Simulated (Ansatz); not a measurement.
ReS$_{2}$ (rutile, space group No. 136) at seven volumes, LDA (plane waves, PAW; program Ansatz), shape and atoms relaxed at each. One row is withheld.

| V (Å³/atom) | P (GPa) |
|---|---|
| 15.746 | 20.36 |
| 16.265 | ? |
| 16.784 | 5.67 |
| 17.303 | 0.00 |
| 17.822 | -4.81 |
| 18.341 | -8.84 |
| 18.860 | -12.19 |

Task: Fit the shown pressures and predict the withheld one.

Result: P = (3/2)B₀(x^(7/2) − x^(5/2))[1 + (3/4)(B′ − 4)(x − 1)] with x = (V₀/V)^(2/3). Least squares on the six rows gives V₀ = 17.302 Å³/atom, B₀ = 173 GPa, B′ = 4.68. At V = 16.265, x = 1.0421 and P = 12.36 GPa. The run itself gave 12.39 GPa.

Space group P4_2/mnm (rutile). A made-up cell: these elements were put on the sites of a structure type; neither database checked (COD, Materials Project) lists it. Whether it is the stable phase at ambient conditions was not checked. The LDA relaxation kept the symmetry of its start; of distortions, only those at the zone centre were tested. The run is not spin-polarised. Scalar-relativistic: spin–orbit coupling is off unless named, which matters more the heavier the elements.

Potentials: the later of the program's two PAW sets.
